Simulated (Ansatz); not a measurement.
MoSe: which magnetic state is lowest?

Computed with DFT PBE, scalar-relativistic, plane waves, PAW in Ansatz 0.2.0.

```yaml
crystal:
  lattice:
    - [0.00000, 2.61016, 2.61016]
    - [2.61016, 0.00000, 2.61016]
    - [2.61016, 2.61016, 0.00000]
  atoms:
    - { symbol: Mo, position: [0.00000, 0.00000, 0.00000] }
    - { symbol: Se, position: [0.50000, 0.50000, 0.50000] }
```

| Item | Value |
| --- | --- |
| plane-wave cutoff | 420 eV |
| Γ-centred k-mesh | 14×14×14 |
| occupation rule | Gaussian smearing, 0.1 eV |
| list of starting moments (μB, in atom order) | 3.5 0 |
| check for lower electronic states after the SCF | off |

All runs keep this geometry, which isn't relaxed for the lowest state (largest force there 0.000 eV/Å, pressure 7.2 GPa) and needn't be a stable compound; relaxing each order would shift the differences by some 20 meV/atom, going by the pressures and a bulk modulus of about 150 GPa. A propagation vector, in units of the reciprocal vectors, doubles the cell, which takes an equally dense mesh. Site moments are spin moments in atom-centred spheres that scale with the neighbour distance. The states are those that the runs reached from these starts; a lower one can exist.

**Question.** Starts tried: no spin; large parallel starting moments; antiferromagnetic, doubled cell, propagation vector (0, 0, 1/2); antiferromagnetic, doubled cell, propagation vector (0, 1/2, 1/2). Which state comes out lowest, and what are the moments?

**Answer.** The lowest state is antiferromagnetic, reached from the start “antiferromagnetic, doubled cell, propagation vector (0, 1/2, 1/2)”, with site moments (μB) Mo +1.63, Mo -1.63.

```tsv
start	ends	energy above lowest (meV/atom)	site moments (μB)	gap on mesh (eV)	P (GPa)
no spin	non-magnetic	50.4	none over 0.05	metal	0.0
large parallel starting moments	ferromagnetic	53.7	Mo +1.38	metal	5.3
antiferromagnetic, doubled cell, propagation vector (0, 0, 1/2)	antiferromagnetic	35.6	Mo +1.16, Mo -1.16	metal	3.9
antiferromagnetic, doubled cell, propagation vector (0, 1/2, 1/2)	antiferromagnetic	0.00	Mo +1.63, Mo -1.63	metal	7.2
```